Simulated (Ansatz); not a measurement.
System: GaSb (zinc blende type), 2 atoms in the cell.

Level of theory: Ansatz, PBE, plane waves, PAW datasets (generated soft set 1).

Cutoff 420 eV; k-mesh 6×6×6 Γ-centred; Fermi–Dirac smearing of 0.02 eV; no spin polarisation; no spin–orbit coupling.

```
CELL_PARAMETERS angstrom
0.00000 3.11000 3.11000
3.11000 0.00000 3.11000
3.11000 3.11000 0.00000
ATOMIC_POSITIONS crystal
Ga 0.00000 0.00000 0.00000
Sb 0.25000 0.25000 0.25000
```

(1) Is the cell under compression or tension, and by how much?

Answers

(1) The pressure is -0.03 GPa, close to zero.

The stress includes the program's correction for the finite plane-wave basis.

The k-mesh is modest, so these values aren't fully converged in k.
